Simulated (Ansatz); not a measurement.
Trial structures of Al5N: starts and ends

Level of theory: DFT PBE, scalar-relativistic, plane waves, PAW in Ansatz 0.2.0. Settings: cutoff 420 eV, Γ-centred meshes spaced at most about 0.3 Å⁻¹, and about 0.25 Å⁻¹ or finer for metals (2π included), Gaussian smearing. Collinear spin in cells that started with moments and kept them past the coarse steps, no spin elsewhere.

Each guess was relaxed in cell and atoms at zero pressure, within the symmetry of its start. These are static total energies at zero pressure. Coordination counts Al atoms around N (those within 1.25 times the shortest such distance or 1.15 times the sum of covalent radii; a plus sign parts nearer from farther groups; the shortest distance is added where it is long for a bond).

```tsv
guess	made from	start group	V start (Å³/atom)	end group	V end (Å³/atom)	coordination at the end	gap on mesh (eV)	largest moment (μB)	E over the lowest end (meV/atom)
1	random cell	P321	16.4	P-62m	14.9	N 6+6 from 2.6 Å	0	-	516
2	random cell	R3m	14.2	R3m	18.2	N 4	0	-	0
3	DyRh5 type	P6/mmm	15.7	P6/mmm (CaCu5)	18.2	N 6+12 from 3.0 Å	0	1.6	963
4	random cell	P4mm	15.9	P4mm	22.3	N 1+4	0	-	238
5	BaSn5 type	P6/mmm	15.3	P6/mmm	15.9	N 2+12 from 2.6 Å	0	-	743
6	Be5Pt type	F-43m	14.9	?	?	?	?	?	?
```

Guess 6 as it starts:

```
CELL_PARAMETERS angstrom
0.00000 3.55058 3.55058
3.55058 0.00000 3.55058
3.55058 3.55058 0.00000
ATOMIC_POSITIONS crystal
Al 0.25000 0.25000 0.25000
Al 0.62426 0.12721 0.62426
Al 0.62426 0.62426 0.12721
Al 0.62426 0.62426 0.62426
Al 0.12721 0.62426 0.62426
N 0.00000 0.00000 0.00000
```

Question: Predict the end of this guess and its energy over the lowest end.

Answer: It ends in space group F-43m (No. 216), with a = 7.321 Å, 16.3 Å³/atom and no gap, without spin. It lies 0.88 eV/atom over the lowest end, above guess 5 and below guess 3. Counting Al atoms around N, this end has N 16 from 3.0 Å and the lowest (guess 2) has N 4.

Space group F-43m (No. 216). a = 7.321 Å, b = 7.321 Å, c = 7.321 Å, α = 90.00°, β = 90.00°, γ = 90.00°
```
atom  site  symmetry       x       y       z
  Al    4d      -43m  0.2500  0.2500  0.7500
  Al   16e       .3m  0.8752  0.3752  0.8752
   N    4a      -43m  0.0000  0.0000  0.0000
```

Energies over the elements count from the elements' standard structures at the same level (N₂ as a molecule), with no fitted energy shifts.

Question: Is the lowest end bound against the elements?

Answer: Too close to call: its formation energy is +0.02 eV/atom. The formation energy is too near zero to say whether this cell lies below the elements.

The magnetic state reached may not be the lowest. Cells relaxed within their symmetry can be saddle points. A lower structure may well exist outside this small set. Some structure types and database cells were kept out of the candidates from the start, so a known form may be missing.
